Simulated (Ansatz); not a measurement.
## TaRu₅: rattling a relaxed structure

It was reached by relaxing an invented guess, and it needn't be the stable form of this composition.

Computed with DFT PBE, scalar-relativistic, plane waves, PAW (Ansatz). Cutoff 420 eV; k points 12×12×8 on the computed 6-atom cell (Γ-centred); Gaussian smearing, width 0.10 eV; no spin polarisation.

The cell below (6 atoms, space group P-62m (No. 189)) is relaxed within its symmetry.

```xyz
6
Lattice="4.7882 0.0000 0.0000 -2.3941 4.1467 0.0000 0.0000 0.0000 4.3748" Properties=species:S:1:pos:R:3 pbc="T T T"
Ta    0.0000    0.0000    2.1874
Ru   -1.5653    2.7111    0.0000
Ru    3.1305    0.0000    0.0000
Ru    0.8289    1.4356    0.0000
Ru    0.0000    2.7645    2.1874
Ru    2.3941    1.3822    2.1874
```

For the test a repeat of it with 12 atoms (edges 4.37, 4.79, 8.29 Å) was strained at random (σ = 1.5 % a component), the atoms were moved at random (σ = 0.05 Å), and all was relaxed again on a coarse 6×4×4 mesh (in the run’s order of axes) with 0.20 eV smearing, with no symmetry imposed.

Spin–orbit coupling, which can matter for Ta, is left out.

Problem. What happens?

Solution. It returns, within 1 meV/atom of the unmoved cell on that mesh and with the same symmetry when read at 0.1 Å. No instability shows in this cell; modes of other wave vectors, which need another repeat, aren't tested.
